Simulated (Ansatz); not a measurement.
MoIr$_{3}$ (Cu3Au type, Pm-3m), a = b = c = 3.8471 Å, α = β = γ = 90.00°.

This is the PBEsol-relaxed structure.

Task: All from DFT-PBEsol in the program Ansatz with PAW potentials, unless another level is named. Estimate the formation energy from the elements (no fitted shifts).

Result: -0.28 eV/atom.

Task: Give the density of states at the Fermi level.

Result: 0.77 states/eV per atom (mean over ±0.08 eV).

The cell is a constructed one: a structure type filled with these elements; neither database checked (COD, Materials Project) lists it. COD files the formula under space group No. 194. Whether it is the stable phase at ambient conditions was not checked. Symmetry was held in the PBEsol relaxation; whether a distortion lowers the energy is not shown. The run is not spin-polarised. The references are the lowest solids computed at this level, not always the standard phases. Spin–orbit coupling is left out wherever it is not named.

Potentials: the earlier of the program's two PAW sets. The files were generated under PBE; for other functionals the program regenerates the frozen cores, and for LDA and PBEsol the local potential too.
